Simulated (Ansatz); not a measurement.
MoIr (rock salt, Fm-3m) at seven volumes, DFT-PBEsol in the program Ansatz with PAW potentials, scaled uniformly. One row is withheld.

| V (Å³/atom) | P (GPa) |
|---|---|
| 15.253 | 28.68 |
| 15.756 | 17.52 |
| 16.259 | ? |
| 16.761 | 0.00 |
| 17.264 | -6.82 |
| 17.767 | -12.61 |
| 18.270 | -17.49 |

Q: Fit the shown pressures and predict the withheld one.

A: Third-order Birch–Murnaghan: P = (3/2)B₀(x^(7/2) − x^(5/2))[1 + (3/4)(B′ − 4)(x − 1)] with x = (V₀/V)^(2/3). Least squares on the six rows gives V₀ = 16.761 Å³/atom, B₀ = 246.2 GPa, B′ = 4.48. At V = 16.259, x = 1.0205 and P = 8.01 GPa. The run itself gave 8.04 GPa.

The start of the workflow was typed in or built on a structure type; neither database checked (COD, Materials Project) lists it. COD files the formula under space group No. 51. Whether it is the stable phase at ambient conditions was not checked. The PBEsol relaxation kept the symmetry of its start. At this level the phase is mechanically unstable. No spin polarisation was allowed. Its formation energy is positive at this level, so the cell may be metastable or incomplete. Scalar-relativistic: spin–orbit coupling is off unless named, which matters more the heavier the elements.

Potentials: the earlier of the program's two PAW sets. The files were generated under PBE; for other functionals the program regenerates the frozen cores, and for LDA and PBEsol the local potential too.
